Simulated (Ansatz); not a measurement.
Polymorphs of Cu, each relaxed with DFT-r²SCAN in the program Ansatz with PAW potentials:

A: fcc (Cu type) (Fm-3m)
a = b = c = 3.577 Å, α = β = γ = 90.00°

```json
[
 {"atom": "Cu", "site": "4a", "symmetry": "m-3m", "x": "0.0000", "y": "0.0000", "z": "0.0000"}
]
```

B: dhcp (α-La type) (P6_3/mmc)
a = 2.531 Å, b = 2.531 Å, c = 8.253 Å, α = 90.00°, β = 90.00°, γ = 120.00°

```tsv
atom	site	symmetry	x	y	z
Cu	2a	-3m.	0.0000	0.0000	0.0000
Cu	2c	-6m2	0.3333	0.6667	0.2500
```

Put the candidates in order of energy per atom at 0 K, lowest first, for r²SCAN.

A (+0 meV/atom), B (+7 meV/atom)

Not the usual ambient phase: B. All cells were relaxed under the symmetry of their starts (and spin orders); stability against distortions was not tested throughout. Rows with no word on spin ran without spin polarisation.

Energies hold the estimated change up to a 700 eV cutoff; steps of a few meV lie near the error of the meshes.

Potentials: the later of the program's two PAW sets.
